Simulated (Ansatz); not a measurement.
Consider the following.

SnGe3:
```
SnGe3
1.0
    4.16626     0.00000     0.00000
    0.00000     4.16626     0.00000
    0.00000     0.00000     5.91910
Ge Sn
3 1
Direct
  0.50000   0.00000   0.76773
  0.00000   0.00000   0.00000
  0.00000   0.50000   0.23227
  0.50000   0.50000   0.50000
```

This is the PBEsol-relaxed structure.

All from plane-wave PAW PBEsol (Ansatz code), unless another level is named. Predict the electronic character.

metallic (no gap).

Predict the formation energy from the elements (no fitted shifts).

0.050 eV/atom.

Predict the density of states at the Fermi level.

0.04 states/eV per atom (mean over ±0.08 eV).

Predict the gap with spin–orbit coupling.

none (metallic).

Space group P-4m2. The start of the workflow was typed in or built on a structure type; neither database checked (COD, Materials Project) lists it. Whether it is the stable phase at ambient conditions was not checked. The PBEsol relaxation kept the symmetry of its start; whether a distortion lowers the energy is not shown. The references are the lowest solids computed at this level, not always the standard phases. Scalar-relativistic: spin–orbit coupling is off unless named, which matters more the heavier the elements.

Potentials: the later of the program's two PAW sets.
